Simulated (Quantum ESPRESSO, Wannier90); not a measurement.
InAs (wurtzite), plane waves to Wannier functions

```
begin unit_cell_cart
ang
    4.3114000321    0.0000000000    0.0000000000
   -2.1557000160    3.7337819537    0.0000000000
    0.0000000000    0.0000000000    7.0887900000
end unit_cell_cart
begin atoms_frac
In  -0.3333333333  0.3333333333 -0.4994100000
In   0.3333333333 -0.3333333333  0.0005900000
As  -0.3333333333  0.3333333333 -0.1250900000
As   0.3333333333 -0.3333333333  0.3749100000
end atoms_frac
```

Cell from Materials Project (mp-1007652), symmetrised, no further relaxation. Not found in the COD (Crystallography Open Database) copy used, which has the formula in other groups; not checked further. Computed values, not measurements, from PBEsol: Quantum ESPRESSO (norm-conserving PseudoDojo potentials, cutoff 68 Ry, spinors with spin-orbit coupling) on a Γ-centred 4×4×4 mesh, then Wannier90. Density: 12×12×6 mesh, cold smearing 0.01 Ry. With spin-orbit coupling a semilocal functional can close or falsely invert a small gap; the band order was not checked against a better method.

A tight-binding model is made by disentanglement and projection with no localisation steps (num_iter = 0), so the 32 orbitals stay atom-like: hydrogen-like In: s;p; As: s;p, axes along x, y, z; frozen window up to 1.50 eV relative to the Fermi level. It follows pw.x to 28 meV rms for states up to 1.0 eV relative to the Fermi level. Matrix elements depend on this choice of orbitals and windows.

### Question
What are the on-site energies relative to the Fermi level, and how fast do the hoppings decay?

### Answer
| atom | orbitals | energy (eV) |
|---|---|---|
| In1 | s↑ s↓ | -2.27 |
| In1 | pz↑ pz↓ px↑ px↓ py↑ py↓ | 3.18 |
| In2 | s↑ s↓ | -2.27 |
| In2 | pz↑ pz↓ px↑ px↓ py↑ py↓ | 3.18 |
| As3 | s↑ s↓ | -8.50 |
| As3 | pz↑ pz↓ | 0.45 |
| As3 | px↑ px↓ py↑ py↓ | 0.49 |
| As4 | s↑ s↓ | -8.50 |
| As4 | pz↑ pz↓ | 0.45 |
| As4 | px↑ px↓ py↑ py↓ | 0.49 |

```tsv
distance of the centres (Å)	largest modulus (eV)
2–3	2.1
3–4	2.5
4–5	0.51
5–6	0.066
6–7	0.14
```
